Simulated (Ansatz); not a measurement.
Ansatz (a first-principles code) input:

Ansatz 0.2 input:
```yaml
crystal:
  lattice:
    - [-2.0658344803, 2.0658344803, 6.8375268987]
    - [2.0658344803, -2.0658344803, 6.8375268987]
    - [2.0658344803, 2.0658344803, -6.8375268987]
  atoms:
    - { symbol: Rb, position: [0.3538496402, 0.3538496402, 0.0] }
    - { symbol: Rb, position: [0.6461503598, 0.6461503598, 0.0] }
    - { symbol: Zn, position: [0.0, 0.0, 0.0] }
    - { symbol: F, position: [0.1468848067, 0.1468848067, 0.0] }
    - { symbol: F, position: [0.8531151933, 0.8531151933, 0.0] }
    - { symbol: F, position: [0.5, 0.0, 0.5] }
    - { symbol: F, position: [0.0, 0.5, 0.5] }
kpoints:
  mp_grid: { grid: [9, 9, 9] }
hamiltonian:
  xc: r2scan
  pseudopotentials: { kind: paw }
scf:
  occupations: { method: fixed }
checkpoint: { read: static.run }
output: { write_density: true, elf: true, volumetric_format: npy }
```

Output (shortened):

```
WARN checkpoint.read: basis.fft_grid_basis: the saved state records [[1, 0, 1], [0, 1, 1], [0, 0, 1]] …
Pseudopotential: Rb, paw, valence charge 9
Pseudopotential: Zn, paw, valence charge 12
Pseudopotential: F, paw, valence charge 7
Functional definition: r2SCAN
Crystal: 7 atoms, lattice volume = 116.721 Å³
Basis set: ecut = 500 eV, 2985 PW (Γ), FFT grids on a1+a3, a2+a3, a3, exchange–correlation on 128×128×240 points (64 copies of the dense FFT grid, shifted against one another)
Bands: 36, of which v1, the nominal top of the filled ones, is band 29 counted from 1 (28 counted from 0)
Symmetry: 16 space group operations
Space group: I4/mmm (ITA 139), of the structure as read, at distance tolerance 4.9e-5 Å
k-points: 75 of 729
Stability of the state it starts from, as read at its close in the unpolarized treatment …
iter 1 solved again at ethr=5.49e-8 eV; its pass at ethr=3.10e-3 eV (dr2=3.18e-5 eV) is discarded
SCF iter   1: F=—  HF=-13129.077995 eV  |F-HF|=—  |Δ(HF+E_count)|=         —  Δρ=7.03e-7  dr2=4.54e-10  dr2_τ=2.48e-11  ethr=5.49e-8  ⟨swp⟩=3.0  Hψ=18682  notcnv=0  defer=375
preconditioner: auto → Resta (q_TF=auto, 2.428 Å⁻¹)
SCF iter   2: F=-13129.077995 eV  HF=-13129.077995 eV  |F-HF|=2.07e-10  |Δ(HF+E_count)|=   1.83e-8  Δρ=5.69e-7  dr2=2.71e-10  dr2_τ=4.10e-11  ethr=1.00e-12  ⟨swp⟩=13.0  Hψ=16476  notcnv=0
SCF 1 converged in 2 iterations: F = -13129.077995 eV  dr2 = 2.71e-10
SCF converged after 2 iterations
Free energy (F): -13129.077995 eV
Harris-Foulkes:  -13129.077995 eV  (|F-HF|=2.07e-10)
Internal energy: -13129.077995 eV  (E = F + TS)
E sigma→0 (E₀):  -13129.077995 eV
Fermi energy:    3.201736 eV
--- Per-component energies (eV) ---
  E_band       = -263.908894
  E_kinetic    = 1352.846910
  E_local      = -6040.157110  (includes V_loc(G=0)·N_el)
  E_nonlocal   = 1263.968539
  E_hartree    = 2353.377169
  E_xc         = -691.935938
  E_vxc        = -822.433828  (∫ρ·V_xc dr)
  E_paw        = -7940.743206  (= ΣΔE_a)
  E_vpaw       = -778.312468  (= ΣTr[D̂ρ^β])
  E_aug_tail   = 0.004015  (compensation charges beyond the density's cutoff)
  E_vtau       = 53.422070  (kinetic-family band-sum trace: ∫τ·v_τ [+ j·A + Jᵃ·Aᵃ] dr)
  E_ewald      = -3425.836334
  E_core_change = -0.602040  (= ΣΔE_core)
  E_smearing   =  0.000000  (= −TS)
  E_closure    = 0.000000  (closes the sum)
  Σ components = -13129.077995   (vs F -13129.077995, Δ=0.00e0)
  [band-id]    e_kinetic+e_local+e_nonlocal+2·e_hartree+e_vxc+e_vpaw+e_augmentation_tail+e_vtau = -263.907534   (vs E_band -263.908894, Δ=1.36e-3)
--- Band table (eV; the first three rows and the last of 75) ---
  k-point 0: bands = ["-21.3261", "-21.1908", "-19.0178", "-18.6670", "-18.2208", "-18.1896", "-5.0532", "-4.7786", "-4.7786", "-4.7117", "-4.7117", "-4.6378", "-0.8102", "-0.4247", "-0.4247", "-0.0583", "-0.0583", "0.0915", "0.1811", "0.3664", "1.1598", …
  k-point 1: bands = ["-21.3068", "-21.1854", "-18.9978", "-18.6840", "-18.2275", "-18.2009", "-5.0706", "-4.8343", "-4.7765", "-4.7285", "-4.6816", "-4.6106", "-0.8217", "-0.7324", "-0.7061", "-0.2304", "-0.1202", "-0.0022", "0.3280", "0.7151", "1.2396", …
  k-point 2: bands = ["-21.2604", "-21.1745", "-18.9436", "-18.7267", "-18.2379", "-18.2262", "-5.1005", "-4.9718", "-4.8038", "-4.7732", "-4.6923", "-4.5806", "-1.2803", "-1.1574", "-0.8500", "-0.4218", "-0.2689", "-0.2429", "0.5300", "1.2030", "1.2625", …
  k-point 74: bands = ["-21.2596", "-21.2452", "-19.0218", "-18.6759", "-18.2138", "-18.1896", "-5.0156", "-4.8609", "-4.8419", "-4.6937", "-4.6581", "-4.6198", "-0.8753", "-0.7110", "-0.4134", "-0.1685", "-0.0761", "0.0552", "0.5094", "0.5425", "1.2061", …
```

Cost: about 17 core-seconds (a rough figure) on shared cores.

The first step of the workflow began from a Materials Project structure, measured or hypothetical; the Crystallography Open Database copy checked does not list it. Its standing as an ambient phase is unchecked. Symmetry was held in the r²SCAN relaxation; whether a distortion lowers the energy is not shown. Spin–orbit coupling is left out wherever it is not named.

Potentials: the later of the program's two PAW sets.

Ansatz is a plane-wave DFT program.
